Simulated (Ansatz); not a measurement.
Consider the following.

H:
```
H
1.0
    2.60804    -2.32686     0.00000
    2.60804     2.32686     0.00000
    0.00000     0.00000     4.52230
H
4
Direct
  0.94256   0.05744   0.05973
  0.05744   0.94256   0.94027
  0.55744   0.44256   0.55973
  0.44256   0.55744   0.44027
```

This is the PBEsol-relaxed structure. x, y and z are the axes in which the lattice vectors are written.

All from the program Ansatz at the PBEsol level (PAW), unless another level is named. Estimate the band gap.

9.05 eV (indirect).

Next, the smallest direct gap on the standard path?

9.60 eV.

Give the valence-band maximum.

at Γ.

What about the conduction-band minimum?

at R (k = 0.000, 0.500, 0.500 in fractions of the reciprocal vectors) (2 equivalent valleys).

Space group Cmce. The workflow started from a Materials Project entry (that database holds measured and hypothetical structures alike); the Crystallography Open Database copy checked does not list it. It is not the usual solid phase (space group No. 194). The PBEsol relaxation kept the symmetry of its start; whether a distortion lowers the energy is not shown. The substance is a gas or liquid at ambient conditions. A crystal of weakly bound units computed without a dispersion correction: the cell and the soft elastic constants depend strongly on that.

Potentials: the earlier of the program's two PAW sets. The files were generated under PBE; for other functionals the program regenerates the frozen cores, and for LDA and PBEsol the local potential too.
